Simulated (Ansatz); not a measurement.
## C: zone-centre modes

Computed with DFT PBE, scalar-relativistic, plane waves, PAW in Ansatz 0.2.0. Settings: plane waves to 420 eV, k-mesh 12×12×4 (Γ-centred), Gaussian smearing 0.05 eV. No spin polarisation.

The undisturbed cell (relaxed at this level):

```yaml
crystal:
  lattice:
    - [2.51802, 0.00000, 0.00000]
    - [-1.25901, 2.18067, 0.00000]
    - [0.00000, 0.00000, 8.30459]
  atoms:
    - { symbol: C, position: [0.00000, 0.00000, 0.09297] }
    - { symbol: C, position: [0.00000, 0.00000, 0.59297] }
    - { symbol: C, position: [0.00000, 0.00000, 0.40703] }
    - { symbol: C, position: [0.00000, 0.00000, 0.90703] }
    - { symbol: C, position: [0.33333, 0.66667, 0.15553] }
    - { symbol: C, position: [0.66667, 0.33333, 0.65553] }
    - { symbol: C, position: [0.33333, 0.66667, 0.34447] }
    - { symbol: C, position: [0.66667, 0.33333, 0.84447] }
```

Harmonic modes by finite displacements of 0.02 Å, without the LO–TO term.

Question: At this geometry, is the structure stable against these modes?

Answer: Yes: no mode is imaginary beyond 10 cm⁻¹, and only the three translations lie near zero.

Question: List the wavenumbers in cm⁻¹.

Answer: 0, 0, 0, 390, 390, 408, 408, 536, 536, 689, 698, 1037, 1190, 1190, 1229, 1229, 1241, 1241, 1241, 1276, 1279, 1292, 1292, 1302.

Cost: 1 run of about 2.2 core-minutes, on Intel Xeon Processor @ 2.50GHz (Skylake/Cascade Lake) (shared hosts).